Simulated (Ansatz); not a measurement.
Input:

SnTe₂:
```cif
data_Sn3Te6
_chemical_formula_sum 'Sn3 Te6'
_space_group_name_H-M_alt 'R-3m :H'
_space_group_IT_number 166
_space_group_name_Hall '-R 3 2"'
_cell_length_a 4.09991
_cell_length_b 4.09991
_cell_length_c 18.27735
_cell_angle_alpha 90.000
_cell_angle_beta 90.000
_cell_angle_gamma 120.000
loop_
_atom_site_label
_atom_site_type_symbol
_atom_site_symmetry_multiplicity
_atom_site_Wyckoff_symbol
_atom_site_fract_x
_atom_site_fract_y
_atom_site_fract_z
_atom_site_occupancy
Sn1 Sn 3 a 0.00000 0.00000 0.00000 1
Te1 Te 6 c 0.00000 0.00000 0.23462 1
```
(The calculation used a cell of 3 atoms; values per cell refer to that cell.)

This is the LDA-relaxed structure.

All from DFT-LDA in the program Ansatz with PAW potentials, unless another level is named. Estimate the electronic character.

metallic (no gap).

And the density of states at the Fermi level?

0.78 states/eV per atom (mean over ±0.08 eV).

What about the formation energy from the elements (no fitted shifts)?

-0.098 eV/atom.

A made-up cell: these elements were put on the sites of a structure type; neither database checked (COD, Materials Project) lists it. Whether it is the stable phase at ambient conditions was not checked. Symmetry was held in the LDA relaxation; its stability against distortions is not shown here. A crystal of weakly bound layers computed without a dispersion correction: the cell and the soft elastic constants depend strongly on that. The references are the lowest solids computed at this level, not always the standard phases. Spin–orbit coupling is left out wherever it is not named.

Potentials: the earlier of the program's two PAW sets.
